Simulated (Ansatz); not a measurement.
**Band structure of Os**

```
Os
1.0
     2.75324    0.00000    0.00000
    -1.37662    2.38438    0.00000
     0.00000    0.00000    4.34801
Os
2
Direct
  0.33333 0.66667 0.25000
  0.66667 0.33333 0.75000
```

Atoms are numbered in the order listed.

The structure comes from a relaxation in the same program, started in the hcp type, and has space group P6_3/mmc. Whether it is a known phase or the ground state wasn't checked.

No spin–orbit coupling, which matters for the heavy atoms here.

Computed with DFT, PBE, all-electron LAPW, scalar-relativistic (Ansatz 0.2.0).

Numerical set-up: a Γ-centred 16×16×9 k mesh, Fermi–Dirac smearing of 0.03 eV, basis error target 0.25 meV/atom, no spin polarisation.

Points in fractions of the reciprocal vectors of this cell: Γ (0, 0, 0), M (0.5, 0, 0), K (0.333, 0.333, 0), A (0, 0, 0.5), L (0.5, 0, 0.5), H (0.333, 0.333, 0.5). The path joins them by straight lines in the order Γ–M–K–Γ–A–L–H–A–L; legs that retrace an earlier one aren't tabulated. Energies are in eV from the Fermi level.

Question: Is there a gap?

Answer: none: bands cross the Fermi level, a metal.

Question: List the levels between -14 and 8 eV at the symmetry points.

Answer: 
Γ: -10.79, -7.63, -2.98 (×2), -2.73, -2.17 (×2), -1.53 (×2), 0.00, 1.63 (×2)
M: -7.05, -6.89, -6.30, -3.47, -2.88, -2.52, -1.84, 1.97, 2.52, 2.64, 4.29, 5.55
K: -6.37, -5.30 (×2), -4.53, -3.36 (×2), -1.31, 1.43 (×2), 2.01, 5.16 (×2), 6.88
A: -8.38 (×2), -3.50 (×2), -3.17 (×4), 0.86 (×4)
L: -7.30 (×2), -5.21 (×2), -1.19 (×2), -0.19 (×2), 2.30 (×2), 3.21 (×2)
H: -5.72 (×2), -4.85 (×2), -3.38 (×2), -1.34 (×2), 1.57 (×2)
